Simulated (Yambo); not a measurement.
Material: AgCl (rock salt, space group Fm-3m, No. 225); a = 3.852 Å, b = 3.852 Å, c = 3.852 Å, α = 60.00°, β = 60.00°, γ = 60.00° (2 atoms in the cell). Cell and atoms were relaxed with PBEsol from Materials Project entry mp-22922, within its symmetry.

With PBEsol (pw.x of Quantum ESPRESSO, ONCV potentials, with spin-orbit coupling), the gap between the mesh's edge points (L → Γ) is 0.686 eV.

Q: By how much does one-shot G0W0 (Yambo; 4×4×4 Γ-centred k mesh, bands 9 to 200 and a 10 Ry block in the screening, 200 bands in G with the Bruneval-Gonze terminator, plasmon pole fitted at 27.2 eV) open this gap, and what gap results?

A: The correction is 1.550 eV, giving 2.236 eV, 3.3 times the PBEsol value.  Nearest settings tried, and what they do to the gap: 4 Ry block (51 vectors against 169): -91 meV. Not varied: bands in G, bands in W, mesh. So the settings aren't converged at that level.
